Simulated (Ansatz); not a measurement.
# TiPd₂: levels along high-symmetry lines

```xyz
3
Lattice="-1.6374 1.6374 4.3882 1.6374 -1.6374 4.3882 1.6374 1.6374 -4.3882" Properties=species:S:1:pos:R:3 pbc="T T T"
Ti    0.0000    0.0000    0.0000
Pd    0.0000    0.0000    5.7650
Pd    0.0000    0.0000    3.0115
```

Atoms are numbered in the order listed.

Structure from Materials Project entry mp-1018121 (possibly hypothetical), not relaxed further.

Spin polarisation is left out, and whether a magnetic state lies lower isn't shown here.

All numbers below come from DFT, PBEsol, all-electron LAPW, scalar-relativistic (Ansatz 0.2.0).

Settings: a Γ-centred 17×17×17 k mesh, Fermi–Dirac smearing of 0.03 eV, basis error target 1 meV/atom, no spin polarisation.

Points in fractions of the reciprocal vectors of this cell: Γ (0, 0, 0), X (0, 0, 0.5), P (0.25, 0.25, 0.25), N (0, 0.5, 0), M (0.5, 0.5, -0.5), S (0.285, 0.715, -0.285), S0 (-0.285, 0.285, 0.285). The path joins them by straight lines in the order Γ–X–P–N–Γ–M–S–S0–Γ; legs that retrace an earlier one aren't tabulated. Energies are in eV from the Fermi level.

(1) Metal or insulator at this level of theory?

(2) Tabulate bands 30 to 37, counted from the lowest band of the run, along the path.

## Answers

(1) No gap opens: metallic or semimetallic.

(2) 
```
k (1/Å)  point  band 30  band 31  band 32  band 33  band 34  band 35  band 36  band 37
   0.00      Γ    -2.59    -2.32    -2.32    -1.44    -0.49     0.91     0.92     0.92
   0.34           -2.73    -2.65    -2.13    -1.70    -0.27     0.89     0.98     1.25
   0.68           -2.81    -2.71    -1.78    -1.33    -0.11     0.67     1.27     1.40
   1.02           -2.27    -1.56    -1.55    -1.08    -0.18    -0.03     1.43     1.55
   1.36      X    -1.49    -1.41    -1.18    -0.95    -0.93     0.45     1.55     1.58
   1.45           -1.49    -1.41    -1.19    -0.93    -0.93     0.29     1.56     1.79
   1.54           -1.49    -1.41    -1.22    -0.91    -0.86    -0.01     1.58     2.23
   1.63           -1.49    -1.41    -1.24    -0.90    -0.75    -0.32     1.60     2.29
   1.71      P    -1.49    -1.41    -1.25    -0.90    -0.56    -0.56     1.60     2.29
   1.95           -1.94    -1.76    -1.29    -0.89    -0.38    -0.33     1.59     1.97
   2.19           -2.62    -1.78    -1.31    -0.62    -0.45    -0.07     1.33     1.63
   2.43           -2.56    -1.86    -1.29    -0.76    -0.19     0.53     0.91     1.50
   2.67      N    -2.53    -2.01    -1.21    -0.98     0.05     0.73     1.32     1.43
   2.93           -2.47    -2.10    -1.72    -1.42     0.12     0.77     1.01     1.99
   3.19           -2.60    -2.33    -2.23    -1.75    -0.07     0.62     1.00     1.84
   3.44           -2.63    -2.33    -2.30    -1.67    -0.35     0.79     0.94     1.28
   3.70      Γ    -2.59    -2.32    -2.32    -1.44    -0.49     0.91     0.92     0.92
   3.88           -2.80    -2.12    -2.12    -1.51    -0.57     0.87     1.01     1.01
   4.06           -2.94    -1.91    -1.91    -1.71    -0.70     0.74     1.28     1.28
   4.23           -2.67    -1.94    -1.80    -1.80    -0.72     0.60     1.62     1.62
   4.41      M    -2.53    -2.08    -1.77    -1.77    -0.70     0.53     1.79     1.79
   4.62           -2.57    -1.95    -1.63    -1.55    -0.76     0.62     1.69     1.80
   4.83           -2.43    -1.77    -1.45    -1.25    -0.93     0.81     1.51     1.69
   5.03           -1.82    -1.71    -1.40    -1.14    -1.13     0.78     1.40     1.41
   5.24      S    -1.93    -1.47    -1.21    -0.78    -0.70     0.07     1.09     1.56
   5.43           -2.21    -1.87    -1.22    -0.94    -0.01     0.34     1.03     1.62
   5.62           -2.53    -2.01    -1.21    -0.98     0.05     0.73     1.32     1.43
   5.81           -2.21    -1.87    -1.22    -0.94    -0.01     0.34     1.03     1.62
   6.00     S0    -1.93    -1.47    -1.21    -0.78    -0.70     0.07     1.09     1.56
   6.28           -2.38    -2.08    -1.69    -1.49     0.15     0.35     1.01     2.04
   6.55           -2.63    -2.46    -2.44    -1.75     0.10     0.43     1.02     2.04
   6.82           -2.57    -2.49    -2.40    -1.70    -0.28     0.73     0.95     1.36
   7.10      Γ    -2.59    -2.32    -2.32    -1.44    -0.49     0.91     0.92     0.92
```
